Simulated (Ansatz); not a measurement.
Starting cell, SiO2 (rutile):

```
CELL_PARAMETERS angstrom
      4.18520     0.00000     0.00000
      0.00000     4.18520     0.00000
      0.00000     0.00000     2.66883
ATOMIC_POSITIONS crystal
  Si 0.50000 0.50000 0.50000
  Si 0.00000 0.00000 0.00000
  O  0.80610 0.80610 0.50000
  O  0.30610 0.69390 0.00000
  O  0.69390 0.30610 0.00000
  O  0.19390 0.19390 0.50000
```

The atoms are displaced by Q × the pattern below (from a DFPT mode at Γ, largest move 1; Q in Å), at fixed cell.

```
atom       x       y      z
----  ------  ------  -----
O3     0.707   0.707  0.000
O4    -0.707   0.707  0.000
O5     0.707  -0.707  0.000
O6    -0.707  -0.707  0.000
```

Atoms not listed stay in place.

Calculation: r2SCAN (plane waves to 500 eV, PAW, scalar-relativistic; Ansatz, an electronic-structure program). k mesh 8×8×12 (Γ-centred), Fermi-Dirac smearing 0.05 eV. Energies are smeared free energies. SiO2 was relaxed with its symmetry unable to fall. The zero of ΔE is the undisplaced structure.

```tsv
Q (Å)	ΔE (meV/cell)
-0.180	3594
-0.150	2474
-0.120	1572
-0.090	879
-0.060	withheld
-0.030	97
0.000	0
0.030	97
0.060	withheld
0.090	879
0.120	1572
0.150	2474
0.180	3594
```

Question: Fit an even polynomial form (powers 2, 4) to the given rows and predict ΔE at Q = -0.060.

Answer: Least squares on the 11 given rows: ΔE = (107700)·Q² + (98220)·Q⁴, in meV/cell with Q in Å; root-mean-square residual 0.8 meV/cell. At -0.060 the fit gives 389 meV/cell; the calculation gives 389 meV/cell, the same to the digits shown. The quadratic term alone would give 388 meV/cell.

(A displaced cell: forces are minus the slopes of the energy, force constants its curvatures, and phonons follow from these.)
